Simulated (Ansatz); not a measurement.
A distorted cell of InP (zinc blende):

```xyz
2
Lattice="0.0000 2.9798 2.9798 2.9798 0.0000 2.9798 2.9798 2.9798 0.0000" Properties=species:S:1:pos:R:3 pbc="T T T"
P      4.4696     4.4696     4.4696
In     0.3002     0.3002     0.3002
```

All values below come from PBE (plane waves to 420 eV, PAW, scalar-relativistic; Ansatz, an electronic-structure program). k mesh 8×8×8 (Γ-centred), Fermi-Dirac smearing 0.05 eV. E stands for the smeared free energy. Compression counts positive. InP was relaxed with its symmetry unable to fall.

**Question.** Predict the force on every atom, in eV/Å.

**Answer.** 
| atom | Fx | Fy | Fz |
|---|---|---|---|
| P1 | 0.709 | 0.709 | 0.709 |
| In2 | -0.709 | -0.709 | -0.709 |

**Question.** Give the stress tensor in GPa and the pressure.

**Answer.** 
```
    2.6     -2.6     -2.6
   -2.6      2.6     -2.6
   -2.6     -2.6      2.6
```
The pressure, a third of the trace, is 2.6 GPa.

**Question.** In it atom 2 sits (0.300, 0.300, 0.300) Å away from its relaxed site. What is its energy relative to the relaxed cell?

**Answer.** 507 meV/cell.

(For displaced atoms, the force is minus the slope of the energy, and its curvature is a force constant, which sets phonon frequencies.)
